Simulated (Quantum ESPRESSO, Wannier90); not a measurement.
# Tight-binding from DFT: CsBr (CsCl type)

Materials Project entry mp-22906; symmetrised, unrelaxed at this level. COD (Crystallography Open Database) has an entry of this formula and space group (matched by these alone). Computed values, not measurements, from PBEsol: Quantum ESPRESSO (norm-conserving PseudoDojo potentials, cutoff 40 Ry, no spin polarisation, no spin-orbit coupling) on a Γ-centred 8×8×8 mesh, then Wannier90. Density: 8×8×8 mesh, cold smearing 0.01 Ry. Spin-orbit coupling is left out although heavy elements are present.

```
begin unit_cell_cart
ang
    4.3256200000    0.0000000000    0.0000000000
    0.0000000000    4.3256200000    0.0000000000
    0.0000000000    0.0000000000    4.3256200000
end unit_cell_cart
mp_grid = 8 8 8
```

Neighbour vectors b of the finite-difference formula (Å⁻¹), by shell:

```json
[
 {"shell": "1", "b_x": "0.00000", "b_y": "0.00000", "b_z": "0.18157"},
 {"shell": "1", "b_x": "0.00000", "b_y": "0.18157", "b_z": "0.00000"},
 {"shell": "1", "b_x": "0.18157", "b_y": "0.00000", "b_z": "0.00000"},
 {"shell": "1", "b_x": "0.00000", "b_y": "0.00000", "b_z": "-0.18157"},
 {"shell": "1", "b_x": "0.00000", "b_y": "-0.18157", "b_z": "0.00000"},
 {"shell": "1", "b_x": "-0.18157", "b_y": "0.00000", "b_z": "0.00000"}
]
```

Task: Find the weights w_b from the completeness condition Σ_b w_b b_α b_β = δ_αβ.

Result: Shell 1: Σ b_x² = 0.066, Σ b_y² = 0.066, Σ b_z² = 0.066 Å⁻²
Each of the three diagonal sums, weighted, has to give 1 and the off-diagonal ones 0, which holds for w_1 = 15.2 Å². Check on xx: 15.17×0.066 = 1.00.

On this mesh the 4 functions of bands 2,6-8 (valence bands; start: SCDM (isolated), conv_tol = 1.0e-6) end with spreads 1.7026, 1.7045, 1.7046, 1.7124 Å², Ω_I = 5.9461 Å² and Ω_D = 0.0002 Å².

Ω_total is the sum of the spreads, 6.824 Å². Ω_OD = Ω_total − Ω_I − Ω_D = 0.878 Å². Only (Ω_D + Ω_OD)/Ω_total = 12.9 % depends on the gauge, and another start could lower the total by that share at most. The rms radius is √(Ω_total/4) = 1.31 Å.
